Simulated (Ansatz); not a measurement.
**How much do the gradients of Ga4SnS7 depend on the method?**

Cell: a refined structure from the COD whose atoms were relaxed with PBE, the cell held.

Space group Pc (No. 7); a = 7.2690, b = 6.3610, c = 12.4080 Å, β = 106.56°.

```
site  Wyckoff  site symmetry       x       y       z
 Ga1       2a              1  0.3763  0.4237  0.3309
 Ga3       2a              1  0.6327  0.9251  0.3246
 Ga5       2a              1  0.4995  0.7529  0.5655
 Ga7       2a              1  0.1252  0.9383  0.3218
  Sn       2a              1  0.9743  0.6200  0.5191
 S11       2a              1  0.0835  0.2744  0.2579
 S13       2a              1  0.7362  0.9407  0.5181
 S15       2a              1  0.6118  0.2662  0.2617
 S17       2a              1  0.3409  0.7561  0.2477
 S19       2a              1  0.2166  0.9356  0.5160
 S21       2a              1  0.8581  0.7318  0.2762
 S23       2a              1  0.4967  0.4134  0.5175
```

One atom of each set is listed.

First run. All values are calculated (Ansatz; DFT, PBE, plane waves and PAW, scalar-relativistic, 420 eV cutoff, Γ-centred 4×5×3 k-points, Fermi–Dirac smearing 0.02 eV), not measured.

| site | V_zz (10²¹ V/m²) | η |
| --- | --- | --- |
| Ga1 | -5.92 | 0.57 |
| Ga3 | -2.41 | 0.98 |
| Ga5 | 4.35 | 0.95 |
| Ga7 | -3.18 | 0.79 |
| Sn | -13.61 | 0.39 |
| S11 | -11.74 | 0.45 |
| S13 | -5.44 | 0.64 |
| S15 | -8.86 | 0.11 |
| S17 | -8.17 | 0.08 |
| S19 | -6.05 | 0.80 |
| S21 | 7.99 | 0.95 |
| S23 | -12.24 | 0.60 |

Second run. The same atoms and settings, except that the functional is r2SCAN and the cutoff is 500 eV.

Task: What does the second run give?

Result: 

```csv
site,V_zz,η,change of V_zz
Ga1,-6.12,0.57,-0.20
Ga3,-2.53,0.93,-0.12
Ga5,4.45,0.97,+0.10
Ga7,-3.34,0.77,-0.16
Sn,-14.65,0.37,-1.04
S11,-11.56,0.45,+0.18
S13,-5.31,0.62,+0.13
S15,-8.72,0.12,+0.14
S17,-8.09,0.09,+0.08
S19,-5.96,0.79,+0.09
S21,7.90,0.92,-0.09
S23,-12.04,0.60,+0.20
```

The largest change of V_zz is on Sn, from -13.61 to -14.65. In per cent, |V_zz| changes by +2 to +5 on Ga, +8 on Sn, -2 to -1 on S (all sites that start above 0.5). Isomer shifts (Sn against SnO₂, from the density at the nucleus and a line fitted to measured compounds for each functional; the lines scatter by about 0.1 mm/s, so smaller changes between functionals mean little): Sn 3.56 → 3.55 mm/s.

Without spin–orbit coupling (the program notes it for Sn) the gradients are little affected as a rule: paired runs on crystals with a gap mostly move them by under 2 % at such atoms.
For the second run: The largest force is 0.3 eV/Å, so the atoms aren't at the calculated equilibrium and relaxing them would move these values. With these PAW files V_zz is typically within 2 to 3 % of all-electron values, but misses above 10 % occur on Sn.
